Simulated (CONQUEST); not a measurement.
Band structure of GeTe4Pb3 (P4/mmm, 8 atoms in the cell; from Materials Project mp-1224448).

```
GeTe4Pb3
1.0
    4.56376     0.00000     0.00000
    0.00000     4.56376     0.00000
    0.00000     0.00000    12.91662
Ge Te Pb
1 4 3
Direct
  0.00000   0.00000   0.00000
  0.00000   0.00000   0.23734
  0.00000   0.00000   0.76266
  0.50000   0.50000   0.00000
  0.50000   0.50000   0.50000
  0.50000   0.50000   0.75305
  0.50000   0.50000   0.24695
  0.00000   0.00000   0.50000
```

Method: PBEsol, numerical atomic orbitals double-zeta with polarisation (the shipped basis), PseudoDojo norm-conserving potentials made for PBEsol in CONQUEST 1.3.

Settings: basis = DZP; Diag.MPMeshX, Y, Z = 6 6 2; potentials = PseudoDojo norm-conserving PBEsol; Grid.GridCutoff = 140 Ha; DM.SolutionMethod = diagon; Diag.kT = 0.000735 Ha; Diag.GammaCentred = true; minE.SCTolerance = 1.0e-07; SC.MaxIters = 100; SC.LinearMixingFactor = 0.3; AtomMove.TypeOfRun = static.

Spin-orbit coupling is left out, which matters for bands and gaps with elements this heavy. The program uses no crystal symmetry, so grid and mesh can part values that symmetry would make equal. The atom-centred basis is finite, which shifts total energies, pressures, gaps and forces against plane waves. The structure comes from a collection of computed structures, made at another level of theory; the collection holds predicted forms beside known ones.

Q: Predict the gap along the standard path and the places of the band edges.

A: The gap along the path is 0.65 eV, direct at X to within 0.01 eV.

Points are given in units of this cell's reciprocal vectors. Levels in eV from the top of the valence band on the SCF mesh, bands 57 to 61:
```csv
point,57,58,59,60,61
Γ (0 0 0),-1.42,-1.21,-1.21,-1.07,2.20
X (0 0.5 0),-0.67,-0.65,-0.17,0.00,0.65
M (0.5 0.5 0),-2.69,-2.69,-0.39,-0.31,1.28
Z (0 0 0.5),-1.37,-1.37,-0.53,-0.50,1.99
R (0 0.5 0.5),-0.63,-0.52,-0.49,-0.43,0.94
A (0.5 0.5 0.5),-2.13,-1.85,-1.79,-1.61,3.18
```

Higher empty bands are left out: an atom-centred basis made for the valence describes them poorly.
